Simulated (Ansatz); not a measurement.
## Data sheet: GeSe (DFT)

GeSe:
```cif
data_Ge2Se2
_chemical_formula_sum 'Ge2 Se2'
_space_group_name_H-M_alt 'P63/mmc'
_space_group_IT_number 194
_space_group_name_Hall '-P 6c 2c'
_cell_length_a 3.94123
_cell_length_b 3.94123
_cell_length_c 6.93280
_cell_angle_alpha 90.000
_cell_angle_beta 90.000
_cell_angle_gamma 120.000
loop_
_atom_site_label
_atom_site_type_symbol
_atom_site_symmetry_multiplicity
_atom_site_Wyckoff_symbol
_atom_site_fract_x
_atom_site_fract_y
_atom_site_fract_z
_atom_site_occupancy
Ge1 Ge 2 a 0.00000 0.00000 0.00000 1
Se1 Se 2 c 0.33333 0.66667 0.25000 1
```

Space group P6_3/mmc (No. 194), NiAs type; conventional cell a = 3.941 Å, b = 3.941 Å, c = 6.933 Å, α = 90.00°, β = 90.00°, γ = 120.00°.

Method: DFT-PBE in the program Ansatz with PAW potentials. Structure relaxed to zero pressure with the same functional. Other levels are named where they apply.

**Cell and energy**

* **Volume per atom**: 23.32 Å³
* **Density**: 5.40 g/cm³
* **Formation energy from the elements (no fitted shifts)**: -0.15 eV/atom

**Electronic structure**

- Electronic character: metallic (no gap)
- Density of states at the Fermi level: 0.13 states/eV per atom (mean over ±0.08 eV)

**Mechanics**

- Bulk modulus (Birch–Murnaghan fit) = 52.5 GPa
- Pressure derivative B′ = 2.6

A made-up cell: these elements were put on the sites of a structure type; neither database checked (COD, Materials Project) lists it. It is not the phase usual at ambient conditions (space group No. 62). Symmetry was held in the PBE relaxation; whether a distortion lowers the energy is not shown. The references are the lowest solids computed at this level, not always the standard phases. Spin–orbit coupling is left out wherever it is not named.

Potentials: the later of the program's two PAW sets.
